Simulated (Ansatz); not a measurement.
NaF (rock salt, Fm-3m), a = b = c = 4.701 Å, α = β = γ = 90.00°; the cell used has 2 atoms.

Relaxed with PBE.

**Question.** Give the optical modes at the zone centre with their infrared and Raman activity from DFPT, plane-wave PAW PBE (Ansatz code).

**Answer.** Transverse frequencies, without the LO–TO term; a row sums one degenerate level.

```tsv
ω (cm⁻¹)	degeneracy	IR ((D/Å)²/amu)	Raman (Å⁴/amu)	activity	symmetry
224	3	6.90	0	IR	T1u
```

**Question.** How high does the top mode go among those that the LO–TO term moves?

**Answer.** 389 cm⁻¹ for q along x.

Symmetry was held in the PBE relaxation; phonons on a q-mesh show no instability.

Potentials: the later of the program's two PAW sets.
